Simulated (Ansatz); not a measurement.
The relaxed structure here is a generated cell of ScF3: the first start was made by a random draw of sites in a space group, and the end was not matched to a known phase here, so it may be hypothetical.

A relaxed cell of ScF₃ (Cccm (No. 66)), relaxed on a k-mesh at least as fine as the one used below. Calculation: PBE (plane waves to 420 eV, PAW, scalar-relativistic; Ansatz, a first-principles code). Γ-centred k-mesh 6×6×4 on the run's cell (coarser than for final values), Fermi–Dirac smearing 0.05 eV.

```
ScF3
1.0
    2.39966    -3.56562     0.00000
    2.39966     3.56562     0.00000
    0.00000     0.00000     6.08402
F Sc
6 2
Cartesian
  2.39966   0.00000   0.00000
  2.39966   0.00000   3.04201
  2.39966  -2.33730   4.56302
  2.39966   2.33730   4.56302
  2.39966  -2.33730   1.52101
  2.39966   2.33730   1.52101
  1.19983   1.78281   3.04201
  1.19983  -1.78281   0.00000
```

The atoms are displaced by (Å):

```tsv
atom	ux	uy	uz
F1	0.079	0.064	0.060
F2	0.123	0.006	0.005
F3	0.140	-0.078	-0.030
F4	0.000	-0.127	-0.056
F5	0.077	0.019	-0.077
F6	0.095	0.018	-0.077
Sc7	0.061	-0.020	-0.013
Sc8	-0.002	-0.033	-0.068
```

Q: What forces (eV/Å) and pressure result?

A: 
```json
[
 {"atom": "F1", "Fx": "-0.01", "Fy": "-0.32", "Fz": "-0.38"},
 {"atom": "F2", "Fx": "-0.06", "Fy": "-0.20", "Fz": "0.00"},
 {"atom": "F3", "Fx": "-0.66", "Fy": "0.02", "Fz": "0.32"},
 {"atom": "F4", "Fx": "0.74", "Fy": "0.77", "Fz": "0.44"},
 {"atom": "F5", "Fx": "0.01", "Fy": "0.11", "Fz": "0.06"},
 {"atom": "F6", "Fx": "-0.29", "Fy": "0.01", "Fz": "0.46"},
 {"atom": "Sc7", "Fx": "-0.46", "Fy": "-0.10", "Fz": "-1.66"},
 {"atom": "Sc8", "Fx": "0.74", "Fy": "-0.30", "Fz": "0.76"}
]
```

Pressure +1.3 GPa.

Q: Estimate the energy cost of the displacement in the harmonic approximation and compare with the calculation.

A: For a harmonic well ΔE = −½ Σ F·u = 0.197 eV a cell, or 25 meV/atom. The calculated energy relative to the undisplaced cell is +0.024 eV/atom, so the harmonic estimate holds well.

The undisplaced cell is probably no minimum: from this displacement the run went on to Pm (No. 6), 0.010 eV/atom below it.

No spin polarisation in the result.
